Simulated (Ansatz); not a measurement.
Geometry optimisation in Ansatz: input, command and trajectory.

```yaml
crystal:
  lattice:
    - [3.5911132116, -3.1280341835, 0.0]
    - [3.5911132116, 3.1280341835, 0.0]
    - [0.0, 0.0, 8.5292767681]
  atoms:
    - { symbol: Al, position: [0.3180161958, 0.3180161958, 0.0] }
    - { symbol: Al, position: [0.6819838042, 0.6819838042, 0.5] }
    - { symbol: Al, position: [0.6819838042, 0.6819838042, 0.0] }
    - { symbol: Al, position: [0.3180161958, 0.3180161958, 0.5] }
    - { symbol: Al, position: [0.8548384017, 0.1451615983, 0.0964187035] }
    - { symbol: Al, position: [0.1451615983, 0.8548384017, 0.5964187035] }
    - { symbol: Al, position: [0.8548384017, 0.1451615983, 0.4035812965] }
    - { symbol: Al, position: [0.1451615983, 0.8548384017, 0.9035812965] }
    - { symbol: Al, position: [0.0163299451, 0.6247329355, 0.25] }
    - { symbol: Al, position: [0.9836700549, 0.3752670645, 0.75] }
    - { symbol: Al, position: [0.3752670645, 0.9836700549, 0.25] }
    - { symbol: Al, position: [0.6247329355, 0.0163299451, 0.75] }
    - { symbol: Ru, position: [0.5306615976, 0.4693384024, 0.25] }
    - { symbol: Ru, position: [0.4693384024, 0.5306615976, 0.75] }
basis:
  ecutwfc: 420
kpoints:
  mp_grid: { grid: [8, 8, 4] }
hamiltonian:
  xc: pbesol
scf:
  occupations: { method: gaussian, width: 0.1 }
output:
  forces: true
  stress: true
  eigenvalues: true
relax:
  adjacent_minimum: "off"
  f_tol: 0.01
  max_steps: 30
  cell: { stress_tol: 0.1, fix: [volume] }
```

```bash
ansatz run input.yaml --threads 4 --pin off --max-ram 10240MiB --backend cpu --events-out ev --progress --plain --runs-dir out
```

All numbers below come from Ansatz, DFT PBEsol, scalar-relativistic, plane waves, PAW.

The volume is held at 0.88 times that of the relaxed cell.

Of 4 frames 3 are shown, positions in Å and forces in eV/Å; the SCF threshold varies from step to step. Steps run on the plane waves of an earlier cell, with a Pulay correction in the pressure. The basis is chosen afresh for the last frame, the zero of the energies, and at times for earlier ones too; energy and pressure can step there, also at an unchanged geometry. Where two frames share a geometry here, they differ by under 2 meV/atom and 0.3 GPa.

```xyz
14
Lattice="3.5911 -3.1280 0.0000 3.5911 3.1280 0.0000 0.0000 0.0000 8.5293" Properties=species:S:1:pos:R:3:forces:R:3 pbc="T T T" step=1 free_energy_over_end_meV_per_atom=0.29 pressure_GPa=19.80
Al    2.2841    0.0000    0.0000   -0.0654    0.0000    0.0000
Al    4.8982    0.0000    4.2646    0.0654    0.0000    0.0000
Al    4.8982    0.0000    0.0000    0.0654    0.0000    0.0000
Al    2.2841    0.0000    4.2646   -0.0654    0.0000    0.0000
Al    3.5911   -2.2199    0.8224    0.0000   -0.0564   -0.0809
Al    3.5911    2.2199    5.0870    0.0000    0.0564   -0.0809
Al    3.5911   -2.2199    3.4423    0.0000   -0.0564    0.0809
Al    3.5911    2.2199    7.7069    0.0000    0.0564    0.0809
Al    2.3021    1.9031    2.1323    0.0118    0.0469    0.0000
Al    4.8801   -1.9031    6.3970   -0.0118   -0.0469    0.0000
Al    4.8801    1.9031    2.1323   -0.0118    0.0469    0.0000
Al    2.3021   -1.9031    6.3970    0.0118   -0.0469    0.0000
Ru    3.5911   -0.1918    2.1323    0.0000    0.0893    0.0000
Ru    3.5911    0.1918    6.3970    0.0000   -0.0893    0.0000
14
Lattice="3.5980 -3.1250 0.0000 3.5980 3.1250 0.0000 0.0000 0.0000 8.5212" Properties=species:S:1:pos:R:3:forces:R:3 pbc="T T T" step=2 free_energy_over_end_meV_per_atom=0.03 pressure_GPa=19.63
Al    2.2849    0.0000    0.0000   -0.0056    0.0000    0.0000
Al    4.9111    0.0000    4.2606    0.0056    0.0000    0.0000
Al    4.9111    0.0000    0.0000    0.0056    0.0000    0.0000
Al    2.2849    0.0000    4.2606   -0.0056    0.0000    0.0000
Al    3.5980   -2.2150    0.8174    0.0000    0.0135   -0.0177
Al    3.5980    2.2150    5.0779    0.0000   -0.0135   -0.0177
Al    3.5980   -2.2150    3.4432    0.0000    0.0135    0.0177
Al    3.5980    2.2150    7.7038    0.0000   -0.0135    0.0177
Al    2.3077    1.9117    2.1303    0.0013   -0.0001    0.0000
Al    4.8883   -1.9117    6.3909   -0.0013    0.0001    0.0000
Al    4.8883    1.9117    2.1303   -0.0013   -0.0001    0.0000
Al    2.3077   -1.9117    6.3909    0.0013    0.0001    0.0000
Ru    3.5980   -0.1832    2.1303    0.0000    0.0203    0.0000
Ru    3.5980    0.1832    6.3909    0.0000   -0.0203    0.0000
14
Lattice="3.5986 -3.1272 0.0000 3.5986 3.1272 0.0000 0.0000 0.0000 8.5140" Properties=species:S:1:pos:R:3:forces:R:3 pbc="T T T" step=4 free_energy_over_end_meV_per_atom=0.00 pressure_GPa=19.60
Al    2.2841    0.0000    0.0000    0.0032    0.0000    0.0000
Al    4.9130    0.0000    4.2570   -0.0032    0.0000    0.0000
Al    4.9130    0.0000    0.0000   -0.0032    0.0000    0.0000
Al    2.2841    0.0000    4.2570    0.0032    0.0000    0.0000
Al    3.5986   -2.2134    0.8141    0.0000    0.0098   -0.0042
Al    3.5986    2.2134    5.0711    0.0000   -0.0098   -0.0042
Al    3.5986   -2.2134    3.4429    0.0000    0.0098    0.0042
Al    3.5986    2.2134    7.6999    0.0000   -0.0098    0.0042
Al    2.3085    1.9150    2.1285   -0.0011   -0.0019    0.0000
Al    4.8886   -1.9150    6.3855    0.0011    0.0019    0.0000
Al    4.8886    1.9150    2.1285    0.0011   -0.0019    0.0000
Al    2.3085   -1.9150    6.3855   -0.0011    0.0019    0.0000
Ru    3.5986   -0.1806    2.1285    0.0000   -0.0021    0.0000
Ru    3.5986    0.1806    6.3855    0.0000    0.0021    0.0000
```

It took 19 s on 4 threads of Intel(R) Xeon(R) 6975P-C (Granite Rapids) (shared host), peak memory 0.86 GiB.